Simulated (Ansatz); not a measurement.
Nb:
```cif
data_Nb2
_chemical_formula_sum 'Nb2'
_space_group_name_H-M_alt 'Im-3m'
_space_group_IT_number 229
_space_group_name_Hall '-I 4 2 3'
_cell_length_a 3.24759
_cell_length_b 3.24759
_cell_length_c 3.24759
_cell_angle_alpha 90.000
_cell_angle_beta 90.000
_cell_angle_gamma 90.000
loop_
_atom_site_label
_atom_site_type_symbol
_atom_site_symmetry_multiplicity
_atom_site_Wyckoff_symbol
_atom_site_fract_x
_atom_site_fract_y
_atom_site_fract_z
_atom_site_occupancy
Nb1 Nb 2 a 0.00000 0.00000 0.00000 1
```
(The calculation used a cell of 1 atom; values per cell refer to that cell.)

Relaxed with DFT-LDA in the program Ansatz with PAW potentials. Indices refer to the conventional cell of Im-3m, a = 3.2476 Å, b = 3.2476 Å, c = 3.2476 Å, α = 90.00°, β = 90.00°, γ = 90.00°.

Q: Simulate the powder diffraction pattern (neutron, λ = 1.5401 Å; lines above 1 %) up to 2θ = 90°.

A: Simulated powder pattern, neutron, λ = 1.5401 Å (kinematic, ideal powder, no thermal factors, coherent scattering alone; the 30 strongest lines at most, above 1 %, up to 2θ = 90°):

```tsv
2θ (°)	d (Å)	I/Imax (%)	hkl
39.19	2.296	100	(110)
56.62	1.624	27	(200)
71.02	1.326	77	(211)
84.24	1.148	32	(220)
```

The cell was relaxed with LDA under the symmetry of its start. No spin polarisation was allowed.

Potentials: the later of the program's two PAW sets.
